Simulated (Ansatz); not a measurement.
BaAu₂:
```xyz
3
Lattice="4.8453 0.0000 0.0000 -2.4226 4.1961 0.0000 0.0000 0.0000 4.1860" Properties=species:S:1:pos:R:3 pbc="T T T"
Ba     0.0000     0.0000     0.0000
Au     0.0000     2.7974     2.0930
Au     2.4226     1.3987     2.0930
```

Relaxed with r²SCAN.

### Question
Give the Bader charges and basin volumes of the independent atoms, r²SCAN in the plane-wave PAW code Ansatz.

### Answer


```
atom  Bader charge (e)  Bader volume (Å³)
----  ----------------  -----------------
Ba1              +1.38               26.3
Au2              -0.69               29.4
```

Space group P6/mmm. The workflow started from an entry of the Crystallography Open Database (COD). Its standing as an ambient phase is unchecked. The cell was relaxed with r²SCAN under the symmetry of its start; whether a distortion lowers the energy is not shown. Spin–orbit coupling is left out wherever it is not named.

Potentials: the later of the program's two PAW sets.
